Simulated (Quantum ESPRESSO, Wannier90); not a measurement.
Wannier functions of HgTe (P3₁21)

```xyz
6
Lattice="4.6554 0.0000 0.0000 -2.3277 4.0317 0.0000 0.0000 0.0000 10.4232" Properties=species:S:1:pos:R:3 pbc="T T T"
Hg     0.7359     1.2746     0.0000
Hg    -1.4718     0.0000     3.4744
Hg     0.7359    -1.2746    -3.4744
Te     1.1303     1.9577     5.2116
Te    -2.2605     0.0000    -1.7372
Te     1.1303    -1.9577     1.7372
```

Materials Project entry mp-358; symmetrised, unrelaxed at this level. Not found in the COD (Crystallography Open Database) copy used, which has the formula in other groups; not checked further. Method: PBEsol plane waves in Quantum ESPRESSO 7.5 (PseudoDojo norm-conserving files, 66 Ry, no spin polarisation, no spin-orbit coupling), Bloch states on a 4×4×4 mesh through Γ, Wannier90 4.0.1. Density: 12×12×4 mesh, Gaussian smearing 0.01 Ry. The cell is built of weakly bound layers, chains or molecules. Database cells relaxed without dispersion often hold them too far apart, which can enlarge gaps and weakens couplings between them; spacing and stacking were not compared with the measured crystal. Spin-orbit coupling is left out although heavy elements are present.

Functional, cutoff and mesh named above are those of the base row (1); the first column says what each row takes instead. Model: 24 functions from bands 28-30,46-84, start hydrogen-like Hg: s;p; Te: s;p, disentangled but not localised (num_iter = 0), frozen window tied to the conduction edge or Fermi level of each row, as listed, which moves Ω_I and hoppings a little by itself. Energies are relative to the valence-band maximum; the misfit is to pw.x on a path, for states up to 1.6 eV relative to the valence-band maximum. The lattice is scaled uniformly, fractional positions fixed. The disentangled Ω_I can sit in another minimum from row to row.

```
scale  frozen to (eV)  Ω_I (Å²)  rms misfit (meV)  gap (eV)  bottom of band 28 (eV)  on-site Hg1 pz minus Hg1 s (eV)  hopping modulus Hg2 py – Te6 s, R = 0 1 0 (eV)  hopping modulus Te4 pz – Hg2 py, R = 1 1 0 (eV)  hopping modulus Hg2 s – Te6 s, R = 0 1 0 (eV)…
-----  --------------  --------  ----------------  --------  ----------------------  -------------------------------  ----------------------------------------------  -----------------------------------------------  ---------------------------------------------…
0.98             2.13     54.16                13      0.63                  -12.31                             6.79                                           1.973                                            1.903                                          1.396…
0.99             2.14     53.35                12      0.64                  -12.10                             6.78                                           1.904                                            1.854                                          1.338…
1                2.10     52.58                11      0.60                  -11.90                             6.78                                           1.840                                            1.812                                          1.282…
1.01             2.05     51.93                10      0.55                  -11.71                             6.79                                           1.777                                            1.770                                          1.228…
1.02             2.01     51.36               9.3      0.51                  -11.53                             6.78                                           1.716                                            1.729                                          1.177…
```
